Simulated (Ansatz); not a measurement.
## From a trial cell to the properties of Au (fcc)

Level of theory: DFT, HSE06, scalar-relativistic, no spin polarisation; plane waves to 420 eV with PAW datasets (Ansatz 0.2.0), Γ-centred 8×8×8 mesh, 0.05 eV Gaussian smearing; PAW files: Ansatz's generated set soft_2.

The first cell:

```
Au
1.0
     0.00000    2.04000    2.04000
     2.04000    0.00000    2.04000
     2.04000    2.04000    0.00000
Au
1
Cartesian
  0.0000 0.0000 0.0000
```

The runs in order:

```csv
run,level,k-mesh,kind,V (Å³/atom),P (GPa),E − E(final) (meV/atom),gap on the mesh (eV)
1,PBE,8×8×8,fixed cell,16.98,10.4,–,metal
2,PBE,8×8×8,fixed cell,18.15,-0.6,–,metal
3,PBE,8×8×8,fixed cell,18.07,0.0,–,metal
4,HSE06,8×8×8,fixed cell,18.07,-3.0,3.6,metal
5,HSE06,8×8×8,fixed cell,17.71,-0.3,0.0,metal
```

At this volume the pressure is -0.25 GPa; it isn't quite the equilibrium of this level of theory.

The final structure (symmetry read at 0.01 Å). Symmetry: Fm-3m, No. 225, cubic system. Conventional cell: a = 4.138 Å, b = 4.138 Å, c = 4.138 Å, α = 90.00°, β = 90.00°, γ = 90.00°. Au (site symmetry m-3m) has 12 Au at 2.93 Å as nearest neighbours. (Shells end 15 % past the nearest neighbour.)

At the final geometry the gap, band path included, is zero (metallic). The runs in the table took roughly 0.7 core-minutes.

**Reading the result.**

With 19 valence electrons in the calculation's cell and no magnetic order, the bands, two electrons each, can't all be full or empty: band theory demands a metal.

For elements this heavy, spin–orbit coupling would shift levels and gaps; it isn't included here. Pressures of hybrids are less tightly converged. For a metal under a hybrid functional this mesh is coarse.
